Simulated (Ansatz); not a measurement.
Mo₃Os (A15 (Cr3Si type), Pm-3n) at seven volumes, plane-wave PAW PBEsol (Ansatz code), scaled uniformly. One row is withheld.

```json
[
 {"V (Å³/atom)": "13.729", "P (GPa)": "35.86"},
 {"V (Å³/atom)": "14.181", "P (GPa)": "21.93"},
 {"V (Å³/atom)": "14.634", "P (GPa)": "10.08"},
 {"V (Å³/atom)": "15.086", "P (GPa)": "0.00"},
 {"V (Å³/atom)": "15.539", "P (GPa)": "?"},
 {"V (Å³/atom)": "15.992", "P (GPa)": "-15.86"},
 {"V (Å³/atom)": "16.444", "P (GPa)": "-22.04"}
]
```

Question: Fit the shown pressures and predict the withheld one.

Answer: Third-order Birch–Murnaghan: P = (3/2)B₀(x^(7/2) − x^(5/2))[1 + (3/4)(B′ − 4)(x − 1)] with x = (V₀/V)^(2/3). Least squares on the six rows gives V₀ = 15.087 Å³/atom, B₀ = 309.1 GPa, B′ = 4.39. At V = 15.539, x = 0.9805 and P = -8.55 GPa. The run itself gave -8.57 GPa.

The first step of the workflow began from a Materials Project structure, measured or hypothetical; the Crystallography Open Database files this formula in space group No. 223, but the cells were not matched. Whether it is the stable phase at ambient conditions was not checked. Symmetry was held in the PBEsol relaxation; its stability against distortions is not shown here. No spin polarisation was allowed. Spin–orbit coupling is left out wherever it is not named.

Potentials: the later of the program's two PAW sets.
